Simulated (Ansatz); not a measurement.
This cell of LaGaO3 (space group R-3c) is off equilibrium:

```
CELL_PARAMETERS angstrom
      2.66598     1.53921     4.27180
     -2.66598     1.53921     4.27180
      0.00000    -3.07841     4.27180
ATOMIC_POSITIONS crystal
  La 0.25000 0.25000 0.25000
  La 0.75000 0.75000 0.75000
  Ga 0.00000 0.00000 0.00000
  Ga 0.50000 0.50000 0.50000
  O  0.75000 0.19313 0.30687
  O  0.25000 0.80687 0.69313
  O  0.30687 0.75000 0.19313
  O  0.69313 0.25000 0.80687
  O  0.19313 0.30687 0.75000
  O  0.80687 0.69313 0.25000
```

Computed with PBEsol (plane waves to 420 eV, PAW, scalar-relativistic; Ansatz, a quantum-chemistry and plane-wave program). k mesh 7×7×7 (Γ-centred), Fermi-Dirac smearing 0.05 eV. Energies are smeared free energies. Compression counts positive. LaGaO3 is run without spin polarisation. LaGaO3 was relaxed with its symmetry unable to fall. This is one of several known forms of LaGaO3; the measured ambient cells at hand have space group No. 62.

Q: Give the stress tensor in GPa and the pressure.

A: 
```
   24.5      0.0      0.0
    0.0     24.5      0.0
    0.0      0.0     23.9
```
The pressure, a third of the trace, is 24.3 GPa.

Q: It is the relaxed cell scaled evenly to V/V₀ = 0.900, atoms relaxed where free. What is its energy relative to the relaxed cell?

A: 80.4 meV/atom.

(A scan under strain: stresses follow from slopes of the energy per volume, elastic moduli from its curvatures.)
